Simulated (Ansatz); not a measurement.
Problem. MoS2 in space group R3m (No. 160; Mo on 3a, S on 3a, S on 3a) is relaxed with DFT-PBE in the program Ansatz with PAW potentials. What lattice parameters of the conventional cell result?

Solution. a = 3.185 Å, c = 22.317 Å.

Problem. Give the free coordinates with the occupied sites.

Solution. In one choice of origin and axes:

```tsv
atom	site	symmetry	x	y	z
Mo	3a	3m	0.0000	0.0000	0.9998
S	3a	3m	0.0000	0.0000	0.4031
S	3a	3m	0.0000	0.0000	0.2631
```

Problem. Is it a metal or does it have a gap at this level?

Solution. A gap of 1.45 eV, indirect.

Symmetry was held in the PBE relaxation. No spin polarisation was allowed. A crystal of weakly bound layers computed without a dispersion correction: the cell and the soft elastic constants depend strongly on that. Spin–orbit coupling is left out wherever it is not named.

Potentials: the later of the program's two PAW sets.
